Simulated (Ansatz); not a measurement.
K:
```
K
1.0
   -2.60634     2.60634     2.60634
    2.60634    -2.60634     2.60634
    2.60634     2.60634    -2.60634
K
1
Direct
  0.00000   0.00000   0.00000
```

Relaxed with PBEsol. Special points in fractions of this cell's reciprocal vectors: Γ (0.000, 0.000, 0.000); H (0.500, -0.500, 0.500); N (0.000, 0.000, 0.500); P (0.250, 0.250, 0.250).

Q: List the band energies nearest the Fermi level at these points for the program Ansatz at the PBEsol level (PAW).

A: In eV from the Fermi level; about four levels below and three above (degenerate sets whole), none deeper than 8.9 eV; points with the same levels are listed once.

| k | below | above |
|---|---|---|
| Γ | -2.24 | 4.30 4.30 4.30 |
| H | – | 1.63 1.63 3.54 3.54 3.54 |
| N | – | 0.42 0.68 3.15 |
| P | – | 1.46 1.46 1.46 |

Space group Im-3m (bcc (W type)). The PBEsol relaxation kept the symmetry of its start.

Potentials: the earlier of the program's two PAW sets. The files were generated under PBE; for other functionals the program regenerates the frozen cores, and for LDA and PBEsol the local potential too.
